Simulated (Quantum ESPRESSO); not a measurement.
# Ti5ZrRuAg: finding a planted mistake in a log

Simulated, not a measurement. The program is pw.x of Quantum ESPRESSO 7.5 (plane-wave density functional theory). The cell is made up: eight metal atoms on a hexagonal close-packed lattice, with elements, volume, strain and displacements drawn at random and not relaxed, so it may be unstable or far from any real phase. PseudoDojo standard norm-conserving files set the functional (PBE unless stated); there is no spin polarisation or spin-orbit coupling, the Fermi-Dirac width of 0.25 eV means electrons at about 2900 K, and the masses in the input are unused placeholders. A spin test at this wide smearing found no moment, but such smearing suppresses magnetism that the real alloy may have.

Intended input:

```
&control calculation='scf', pseudo_dir='./dojo.nc.sr.pbe.v0_5.standard.upf', outdir='./o', disk_io='minimal', tprnfor=.true., tstress=.true. /
&system ibrav=0, nat=8, ntyp=4, nbnd=72, ecutwfc=84.00895049, nosym=.true., tot_charge=0,
 occupations='smearing', smearing='fd', degauss=0.0183746611
/
&electrons conv_thr=1.470e-08, electron_maxstep=70, mixing_beta=0.5 /
ATOMIC_SPECIES
Ag 1.0 Ag.upf
Ru 1.0 Ru.upf
Ti 1.0 Ti.upf
Zr 1.0 Zr.upf
CELL_PARAMETERS angstrom
-0.0068 0.0241 4.5346
5.7724 0.0776 -0.0087
-2.819 4.9915 0.031
ATOMIC_POSITIONS angstrom
Ti 0.0838 0.0588 -0.1113
Ti -1.5366 2.532 -0.0931
Ti 2.8957 0.0098 0.0193
Ti 1.5094 2.4799 -0.0755
Zr 0.0164 1.7061 2.3398
Ru -1.4903 4.287 2.2296
Ag 2.8847 1.8252 2.3238
Ti 1.5869 4.2307 2.3059
K_POINTS automatic
5 5 5 1 1 1
```

The log is shortened where brackets say so; the opening notice, blank lines, dates and the lines on written files are dropped, and the path of the files is cut. It prints rydbergs, bohrs and kilobars, and counts compression as positive stress. Its total energy is the free energy E - TS of the whole cell.

Log of the intended run:

```
     Program PWSCF v.7.5
     Parallel version (MPI & OpenMP), running on       4 processor cores
     Number of MPI processes:                 4
     Threads/MPI process:                     1
     [start-up lines left out]
     bravais-lattice index     =            0
     lattice parameter (alat)  =       8.5693  a.u.
     unit-cell volume          =     888.3714 (a.u.)^3
     number of atoms/cell      =            8
     number of atomic types    =            4
     number of electrons       =       107.00
     number of Kohn-Sham states=           72
     kinetic-energy cutoff     =      84.0090  Ry
     charge density cutoff     =     336.0358  Ry
     scf convergence threshold =      1.5E-08
     mixing beta               =       0.5000
     number of iterations used =            8  plain     mixing
     Exchange-correlation= PBE
                           (   1   4   3   4   0   0   0)
     [axes and pseudopotential details left out]
   Cartesian axes
     site n.     atom                  positions (alat units)
         1        Ti     tau(   1) = (   0.0184798   0.0129668  -0.0245442  )
         2        Ti     tau(   2) = (  -0.3388560   0.5583649  -0.0205307  )
         3        Ti     tau(   3) = (   0.6385692   0.0021611   0.0042561  )
         4        Ti     tau(   4) = (   0.3328578   0.5468756  -0.0166495  )
         5        Zr     tau(   5) = (   0.0036166   0.3762347   0.5159803  )
         6        Ru     tau(   6) = (  -0.3286458   0.9453832   0.4916786  )
         7        Ag     tau(   7) = (   0.6361434   0.4024990   0.5124519  )
         8        Ti     tau(   8) = (   0.3499484   0.9329677   0.5085046  )
     number of k points=    63  Fermi-Dirac smearing, width (Ry)=  0.0184
                       cart. coord. in units 2pi/alat
        k(    1) = (   0.0769107   0.1336665   0.0994065), wk =   0.0320000
        k(    2) = (   0.0744850   0.3139982   0.0984444), wk =   0.0320000
     [further k points left out]
     Dense  grid:    92421 G-vectors     FFT dimensions: (  50,  64,  64)
     Estimated max dynamical RAM per process >     359.82 MB
     Estimated total dynamical RAM >       1.34 GB
     Initial potential from superposition of free atoms
     starting charge     106.9885, renormalised to     107.0000
     Starting wfcs are   80 randomized atomic wfcs
     total cpu time spent up to now is        5.8 secs
     per-process dynamical memory:   289.6 Mb
     Self-consistent Calculation
     iteration #  1     ecut=    84.01 Ry     beta= 0.50
     Davidson diagonalization with overlap
     ethr =  1.00E-02,  avg # of iterations =  2.5
     total cpu time spent up to now is       18.6 secs
     total energy              =   -1204.89942213 Ry
     estimated scf accuracy    <       3.51142165 Ry
     iteration #  2     ecut=    84.01 Ry     beta= 0.50
     Davidson diagonalization with overlap
     ethr =  3.28E-03,  avg # of iterations =  4.4
     total cpu time spent up to now is       34.1 secs
     total energy              =   -1205.45264878 Ry
     estimated scf accuracy    <      18.49357819 Ry
     [iterations 3 to 20 left out]
     iteration # 21     ecut=    84.01 Ry     beta= 0.50
     Davidson diagonalization with overlap
     ethr =  4.60E-11,  avg # of iterations =  5.4
     total cpu time spent up to now is      257.9 secs
     total energy              =   -1207.00857437 Ry
     estimated scf accuracy    <       0.00000004 Ry
     iteration # 22     ecut=    84.01 Ry     beta= 0.50
     Davidson diagonalization with overlap
     ethr =  4.05E-11,  avg # of iterations =  1.9
     total cpu time spent up to now is      268.7 secs
     End of self-consistent calculation
     [lines on levels left out]
!    total energy              =   -1207.00857437 Ry
     estimated scf accuracy    <          2.9E-09 Ry
     smearing contrib. (-TS)   =      -0.16518162 Ry
     internal energy E=F+TS    =   -1206.84339275 Ry
     The total energy is F=E-TS. E is the sum of the following terms:
     one-electron contribution =    -401.58983954 Ry
     hartree contribution      =     250.48302432 Ry
     xc contribution           =    -188.20582399 Ry
     ewald contribution        =    -867.53075354 Ry
     convergence has been achieved in  22 iterations
     Forces acting on atoms (cartesian axes, Ry/au):
     atom    1 type  3   force =    -0.01296832   -0.02645854    0.04751119
     atom    2 type  3   force =     0.01675181    0.02725777    0.04159887
     atom    3 type  3   force =    -0.00571088   -0.01403727    0.00051728
     atom    4 type  3   force =    -0.02058475    0.03009053    0.05093477
     atom    5 type  4   force =    -0.00712434    0.02715469   -0.06638036
     atom    6 type  2   force =     0.02636424   -0.01411188   -0.00822817
     atom    7 type  1   force =     0.01209370   -0.03753225   -0.04967549
     atom    8 type  3   force =    -0.00882147    0.00763694   -0.01627809
     Total force =     0.143573     Total SCF correction =     0.000181
     Computing stress (Cartesian axis) and pressure
          total   stress  (Ry/bohr**3)                   (kbar)     P=      102.05
   0.00071296  -0.00004872   0.00002263          104.88       -7.17        3.33
  -0.00004872   0.00045889   0.00003985           -7.17       67.51        5.86
   0.00002263   0.00003985   0.00090935            3.33        5.86      133.77
     init_run     :      5.20s CPU      5.46s WALL (       1 calls)
     electrons    :    255.32s CPU    262.92s WALL (       1 calls)
     forces       :      1.86s CPU      1.87s WALL (       1 calls)
     stress       :      6.24s CPU      6.25s WALL (       1 calls)
     [timing details left out]
     PWSCF        :   4m28.96s CPU   4m36.85s WALL
     JOB DONE.
```

A second run was made from an input with one planted mistake. Its log:

```
     Program PWSCF v.7.5
     Parallel version (MPI & OpenMP), running on       4 processor cores
     Number of MPI processes:                 4
     Threads/MPI process:                     1
     [start-up lines left out]
     bravais-lattice index     =            0
     lattice parameter (alat)  =       8.5693  a.u.
     unit-cell volume          =     888.3714 (a.u.)^3
     number of atoms/cell      =            8
     number of atomic types    =            4
     number of electrons       =       107.00
     number of Kohn-Sham states=           72
     kinetic-energy cutoff     =      84.0090  Ry
     charge density cutoff     =     336.0358  Ry
     scf convergence threshold =      1.5E-08
     mixing beta               =       0.5000
     number of iterations used =            8  plain     mixing
     Exchange-correlation= PBE
                           (   1   4   3   4   0   0   0)
     [axes and pseudopotential details left out]
   Cartesian axes
     site n.     atom                  positions (alat units)
         1        Ti     tau(   1) = (   0.0184798   0.0129668  -0.0245442  )
         2        Ti     tau(   2) = (  -0.3388560   0.5583649  -0.0205307  )
         3        Ti     tau(   3) = (   0.6385692   0.0021611   0.0042561  )
         4        Ti     tau(   4) = (   0.3328578   0.5468756  -0.0166495  )
         5        Zr     tau(   5) = (   0.0036166   0.3762347   0.5159803  )
         6        Ru     tau(   6) = (  -0.3286458   0.9453832   0.4916786  )
         7        Ti     tau(   7) = (   0.6361434   0.4024990   0.5124519  )
         8        Ag     tau(   8) = (   0.3499484   0.9329677   0.5085046  )
     number of k points=    63  Fermi-Dirac smearing, width (Ry)=  0.0184
                       cart. coord. in units 2pi/alat
        k(    1) = (   0.0769107   0.1336665   0.0994065), wk =   0.0320000
        k(    2) = (   0.0744850   0.3139982   0.0984444), wk =   0.0320000
     [further k points left out]
     Dense  grid:    92421 G-vectors     FFT dimensions: (  50,  64,  64)
     Estimated max dynamical RAM per process >     359.82 MB
     Estimated total dynamical RAM >       1.34 GB
     Initial potential from superposition of free atoms
     starting charge     106.9885, renormalised to     107.0000
     Starting wfcs are   80 randomized atomic wfcs
     total cpu time spent up to now is        5.7 secs
     per-process dynamical memory:   289.6 Mb
     Self-consistent Calculation
     iteration #  1     ecut=    84.01 Ry     beta= 0.50
     Davidson diagonalization with overlap
     ethr =  1.00E-02,  avg # of iterations =  2.6
     total cpu time spent up to now is       18.5 secs
     total energy              =   -1204.67247726 Ry
     estimated scf accuracy    <       3.85416367 Ry
     iteration #  2     ecut=    84.01 Ry     beta= 0.50
     Davidson diagonalization with overlap
     ethr =  3.60E-03,  avg # of iterations =  4.3
     total cpu time spent up to now is       34.3 secs
     total energy              =   -1204.49291100 Ry
     estimated scf accuracy    <      28.77800270 Ry
     [iterations 3 to 19 left out]
     iteration # 20     ecut=    84.01 Ry     beta= 0.50
     Davidson diagonalization with overlap
     ethr =  1.46E-10,  avg # of iterations =  1.8
     total cpu time spent up to now is      253.5 secs
     total energy              =   -1207.01002203 Ry
     estimated scf accuracy    <       0.00000007 Ry
     iteration # 21     ecut=    84.01 Ry     beta= 0.50
     Davidson diagonalization with overlap
     ethr =  6.15E-11,  avg # of iterations =  1.8
     total cpu time spent up to now is      263.6 secs
     End of self-consistent calculation
     [lines on levels left out]
!    total energy              =   -1207.01002204 Ry
     estimated scf accuracy    <          3.8E-09 Ry
     smearing contrib. (-TS)   =      -0.16254754 Ry
     internal energy E=F+TS    =   -1206.84747449 Ry
     The total energy is F=E-TS. E is the sum of the following terms:
     one-electron contribution =    -398.99577117 Ry
     hartree contribution      =     249.30717503 Ry
     xc contribution           =    -188.22750524 Ry
     ewald contribution        =    -868.93137311 Ry
     convergence has been achieved in  21 iterations
     Forces acting on atoms (cartesian axes, Ry/au):
     atom    1 type  3   force =    -0.00456865   -0.03769563    0.04124162
     atom    2 type  3   force =     0.00866522    0.01553795    0.03802763
     atom    3 type  3   force =    -0.01275731   -0.00462863    0.00253607
     atom    4 type  3   force =     0.00530873    0.01133325    0.04629068
     atom    5 type  4   force =    -0.01917337    0.04300289   -0.06357523
     atom    6 type  2   force =     0.05529249   -0.01117248   -0.01003355
     atom    7 type  3   force =     0.01332807   -0.02187268   -0.02965958
     atom    8 type  1   force =    -0.04609519    0.00549533   -0.02482764
     Total force =     0.145753     Total SCF correction =     0.000172
     Computing stress (Cartesian axis) and pressure
          total   stress  (Ry/bohr**3)                   (kbar)     P=       99.05
   0.00071080  -0.00006670   0.00003826          104.56       -9.81        5.63
  -0.00006670   0.00051059   0.00001013           -9.81       75.11        1.49
   0.00003826   0.00001013   0.00079856            5.63        1.49      117.47
     init_run     :      5.19s CPU      5.43s WALL (       1 calls)
     electrons    :    250.49s CPU    257.87s WALL (       1 calls)
     forces       :      1.81s CPU      1.82s WALL (       1 calls)
     stress       :      6.08s CPU      6.08s WALL (       1 calls)
     [timing details left out]
     PWSCF        :   4m23.87s CPU   4m31.53s WALL
     JOB DONE.
```

Question: the log repeats what the program read. Compare it with the intended run: what was wrong in the second input?

Answer: two atoms have their elements exchanged. The input lines that differ:

```
- Ag 2.8847 1.8252 2.3238
- Ti 1.5869 4.2307 2.3059
+ Ti 2.8847 1.8252 2.3238
+ Ag 1.5869 4.2307 2.3059
```

```
                                            intended run  run with the mistake
                          free energy (eV)    -16422.188            -16422.208
         entropy term -TS, part of it (eV)        -2.247                -2.212
                            pressure (GPa)         10.21                  9.90
size of the largest force component (eV/Å)         1.707                 1.635
largest change of a force component (eV/Å)                               0.958
                                iterations            22                    21
```

For scale, a rerun of the intended cell at a higher cutoff and on a denser mesh moved values by no more than 0.002 eV in energy, 0.03 GPa in stress and 0.003 eV/Å in force, and a second program with other atomic files agreed on that cell to 2 % rms in force and 0.5 GPa in pressure.